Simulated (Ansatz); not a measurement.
The geometry is COD entry 9017843, unchecked; take it as a test cell. The listed cell was then made from it by scaling, straining or moving an atom.

Os: DFT, PBEsol, all-electron PAW with datasets made for the crystal, scalar-relativistic (Ansatz 0.2.0). What sets it apart from a plain run of this crystal: volume scaled by 0.98.

Command: `ansatz run input.yaml --threads 1 --pin off --max-ram 3072MiB --backend cpu --events-out ev --progress --plain --runs-dir out` The run took 19 s on 1 thread of Arm Neoverse V2, on a shared host, peak memory 0.67 GiB.

```yaml
crystal:
  lattice:
    - [2.7157497583, 0.0, 0.0]
    - [-1.3578748792, 2.3519082811, 0.0]
    - [0.0, 0.0, 4.2907078513]
  atoms:
    - { symbol: Os, position: [0.3333333333, 0.6666666667, 0.25] }
    - { symbol: Os, position: [0.6666666667, 0.3333333333, 0.75] }
kpoints:
  mp_grid: { grid: [17, 17, 10] }
scf:
  occupations: { method: fermi_dirac, width: 0.08 }
hamiltonian:
  xc: pbesol
  pseudopotentials: { kind: all_electron, datasets: crystal }
output:
  forces: true
  stress: true
  eigenvalues: true
  efg: { contact_densities: true }
```

Output (standing set-up lines are left out):

```
hamiltonian.pseudopotentials.datasets: crystal makes datasets for this crystal and solves the spheres of its atoms anew in each pass: cutoff 320.0 eV, the density's 1280.0 eV; for an error of 0.50 meV an atom under PBE, 1.0 meV for the cell; an energy difference from a run of another recipe may be off by several times the error for the cell, under r2SCAN by more, where some 0.1 meV an atom stays at smaller errors; Os in spheres of 1.328 Å, 8 of its electrons in bands, 22 on its site; only band paths and densities of states list, in semicore columns, the levels of the semicore shells that are solved separately: 4f of Os, 5s of Os, 5p of Os
Crystal: 2 atoms, lattice volume = 27.406 Å³
Basis set: ecut = 320 eV, 337 PW (Γ), exchange–correlation on 32×32×54 points (8 copies of the dense FFT grid, shifted against one another)
iter 1 solved again at ethr=3.05e-2 eV; its pass at ethr=1.00e-1 eV (dr2=4.88e0 eV) is discarded
SCF iter   1: F=—  HF=-938586.490967 eV  |F-HF|=—  |Δ(HF+E_count)|=         —  Δρ=1.39e-1  dr2=5.13e0  ethr=3.05e-2  ⟨swp⟩=2.1  Hψ=15319  notcnv=0
preconditioner: auto → none  [metal: Δε(μ)=0.079 eV  Ē_g=8.832 eV  σ=0.080 eV  W_gap=0.24  n_scr=2 (ndim 8)  ℏωp=28.4 eV  f_vac=0.000  D(μ)=0.96/eV (n_scr^D=2)  sad-step TF]
SCF iter   2: F=—  HF=-938585.640233 eV  |F-HF|=—  |Δ(HF+E_count)|=   8.51e-1  Δρ=8.31e-2  dr2=1.85e0  ethr=3.05e-2  ⟨swp⟩=2.0  Hψ=5148  notcnv=0
iter 3 solved again at ethr=8.90e-4 eV; its pass at ethr=1.16e-2 eV (dr2=1.42e-1 eV) is discarded
SCF iter   3: F=—  HF=-938584.868658 eV  |F-HF|=—  |Δ(HF+E_count)|=   7.72e-1  Δρ=2.39e-2  dr2=1.45e-1  ethr=8.90e-4  ⟨swp⟩=2.1  Hψ=11988  notcnv=0  defer=2
SCF iter   4: F=—  HF=-938584.896466 eV  |F-HF|=—  |Δ(HF+E_count)|=   2.78e-2  Δρ=4.78e-3  dr2=5.67e-3  ethr=8.90e-4  ⟨swp⟩=2.4  Hψ=5262  notcnv=0  defer=1
SCF iter   5: F=—  HF=-938584.898031 eV  |F-HF|=—  |Δ(HF+E_count)|=   1.56e-3  Δρ=2.87e-4  dr2=1.36e-5  ethr=3.54e-5  ⟨swp⟩=2.9  Hψ=6817  notcnv=0
SCF iter   6: F=—  HF=-938584.898971 eV  |F-HF|=—  |Δ(HF+E_count)|=   9.39e-4  Δρ=1.69e-4  dr2=3.49e-6  ethr=8.48e-8  ⟨swp⟩=3.0  Hψ=8149  notcnv=0  defer=1
SCF iter   7: F=—  HF=-938584.898970 eV  |F-HF|=—  |Δ(HF+E_count)|=   4.25e-7  Δρ=3.64e-5  dr2=2.34e-7  ethr=2.18e-8  ⟨swp⟩=3.0  Hψ=5427  notcnv=0
SCF iter   8: F=-938584.898970 eV  HF=-938584.898970 eV  |F-HF|=2.10e-9  |Δ(HF+E_count)|=   1.17e-7  Δρ=3.61e-6  dr2=9.65e-10  ethr=1.47e-9  ⟨swp⟩=2.4  Hψ=4365  notcnv=0
SCF 1 converged in 8 iterations: F = -938584.898976 eV  dr2 = 9.65e-10
  Residual-converged pass: ⟨swp⟩=3.2  Hψ=5659  notcnv=0  max |occ|·‖R‖ = 5.2e-6 eV (tolerance 5.3e-6 eV)  dr2=9.07e-10  dr2_onsite=6.17e-9  max |Δocc| = 4.1e-10
  greatest PAW one-centre occupation: 0.553 electrons in one spin orbital (limit 2), on the Os atom at site 0 (counted from 0), in its partial waves of l = 2
SCF converged after 8 iterations
Free energy (F): -938584.898976 eV
Harris-Foulkes:  -938584.898976 eV  (|F-HF|=2.10e-9)
Internal energy: -938584.873052 eV  (E = F + TS)
E sigma→0 (E₀):  -938584.886014 eV
Entropy (-TS):   -0.025923 eV (-12.962 meV/atom)
Past the cutoff: the bands carry plane waves up to 1.75 times it, of which those up to 1.5 times it add -0.000272 eV an atom, each by itself; the spheres take 0.000177 eV an atom off the energy for waves past 1.75 times it
By the cutoff:   a pressure is off by up to 0.008 GPa (1.2 times the spheres' own share and the shells' term, over an atom's volume, and 0.004 GPa: a bound that held against runs at twice the plane waves)
Past the cutoffs: a stress includes 0.0059 GPa for waves and charges beyond them, in addition to the slope of what the spheres take
In the spheres:  the bands' charges fall short by 3.9e-8 e at most (sound up to 1e-3), those of shells solved beside the bands by 3.5e-8 e (sound up to 5e-4)
Fermi energy:    33.383322 eV
--- Per-component energies (eV) ---
  The terms above E_closure are by the made datasets' own strengths, without shells solved beside the bands.
--- Forces (eV/Å), atoms counted from 1 ---
  atom   1  Os     0.00000000     0.00000000     0.00000000
  atom   2  Os    -0.00000000    -0.00000000     0.00000000
  max |Σ_I F_I| component: 1.85e-17 eV/Å
--- Stress (GPa, compression-positive) ---
        6.174172       0.000000       0.000000
        0.000000       6.174172       0.000000
        0.000000       0.000000       6.170931
  P = ⅓ Tr σ = 6.1731 GPa (61.731 kbar)
  It holds what live shells' own plane waves past their cutoff add
--- PAW observables at the nuclei: V_zz in 10²¹ V/m², potentials from the cell's mean, atoms counted from 1 ---
  atom   1  Os V_zz =    -6.357189   η = 0.0000   by run symmetry: allowed
            electrostatic potential = -15467.870156 V   contact ρ = 10292944.499907 e/Å³
  atom   2  Os V_zz =    -6.357189   η = 0.0000   by run symmetry: allowed
            electrostatic potential = -15467.870156 V   contact ρ = 10292944.499907 e/Å³
--- Band table (eV; the first three rows and the last of 198) ---
  k-point 0: bands = ["22.1855", "25.3251", "30.1796", "30.1796", "30.4504", "31.0552", "31.0552", "31.7373", "31.7373", "33.3552", "35.0968"]
  k-point 1: bands = ["22.3144", "25.3447", "30.0974", "30.0974", "30.3743", "30.9691", "30.9691", "31.9358", "31.9358", "32.9350", "35.1174"]
  k-point 2: bands = ["22.6889", "25.3812", "29.9520", "29.9520", "30.1679", "30.7465", "30.7465", "31.9523", "32.4198", "32.4198", "35.1307"]
  k-point 197: bands = ["27.2220", "27.2220", "28.3071", "28.3071", "29.8029", "29.8029", "31.9498", "31.9498", "35.0777", "35.0777", "41.5461"]
```
